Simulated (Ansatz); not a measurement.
The cell below belongs to a search over invented structures; it isn't taken from experiment.

Input and command of a plane-wave DFT calculation in Ansatz:

```yaml
crystal:
  lattice:
    - [5.4218019021, 0.0, 0.0]
    - [0.0, 5.4218019021, 0.0]
    - [0.0, 0.0, 3.8944607439]
  atoms:
    - { symbol: In, position: [0.0, 0.5, 0.5] }
    - { symbol: In, position: [0.5, 0.0, 0.5] }
    - { symbol: Ge, position: [0.5, 0.5, 0.5] }
    - { symbol: O, position: [0.0, 0.0, 0.6806520873] }
    - { symbol: O, position: [0.0, 0.0, 0.3193479127] }
    - { symbol: O, position: [0.5, 0.5, 0.0] }
basis:
  ecutwfc: 420
kpoints:
  mp_grid: { grid: [8, 8, 10] }
hamiltonian:
  xc: pbe
scf:
  occupations: { method: gaussian, width: 0.1 }
output:
  forces: true
  stress: true
  eigenvalues: true
  write_density: true
  write_potential: true
  elf: true
  volumetric_format: npy
relax:
  adjacent_minimum: "off"
  f_tol: 0.01
  max_steps: 80
  cell: { stress_tol: 0.05 }
```

```bash
ansatz run input.yaml --threads 1 --pin off --max-ram 2560MiB --backend cpu --events-out ev --progress --plain --runs-dir out
```

Processor: Arm Neoverse V2, 1 thread, on a host shared with other jobs.

Q: Estimate time, memory and problem size.

A: About 2.6 min, peak memory 0.58 GiB. It solves 35 bands at 90 k points (after reduction by symmetry) with about 2193 plane waves (on the last cell), in 42 SCF iterations over 8 ionic steps.
